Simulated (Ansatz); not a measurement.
The relaxed structure here is a generated cell of La: the first start was made by placing the elements on the sites of a structure type, and the end was not matched to a known phase here, so it may be hypothetical. Known forms of La include space group No. 194.

One starting cell of La (a generated trial cell of La in the AFLOW prototype A_hR3_166_ac (C19, as in Sm)) was relaxed twice with Ansatz (plane waves, PAW, scalar-relativistic): with r2SCAN at 500 eV and with PBE at 420 eV. The r2SCAN result:

Space group R-3m, hexagonal axes (No. 166); a = b = 3.7933 Å, c = 27.0725 Å, α = β = 90.00°, γ = 120.00°

```
atom  site  symmetry       x       y       z
----  ----  --------  ------  ------  ------
La      3a       -3m  0.0000  0.0000  0.0000
La      6c        3m  0.0000  0.0000  0.2232
```
(The calculation used a cell of 3 atoms; values per cell refer to that cell.)

```json
[
 {"quantity": "space group", "r2SCAN": "R-3m", "PBE": "R-3m"},
 {"quantity": "volume (Å³/atom)", "r2SCAN": "37.48", "PBE": "37.34"},
 {"quantity": "a (Å)", "r2SCAN": "3.793", "PBE": "3.777"},
 {"quantity": "c (Å)", "r2SCAN": "27.072", "PBE": "27.199"},
 {"quantity": "gap (eV, no spin-orbit coupling)", "r2SCAN": "0.00", "PBE": "0.00"}
]
```

Both levels end in the same structure; PBE's volume is within 0.5 % of r2SCAN's. Neither column is exact.

No spin polarisation in the result.

The run could not lose the symmetry of its start: the end is stationary, and may be a saddle point rather than a minimum.

Ansatz is a program for electronic structure.
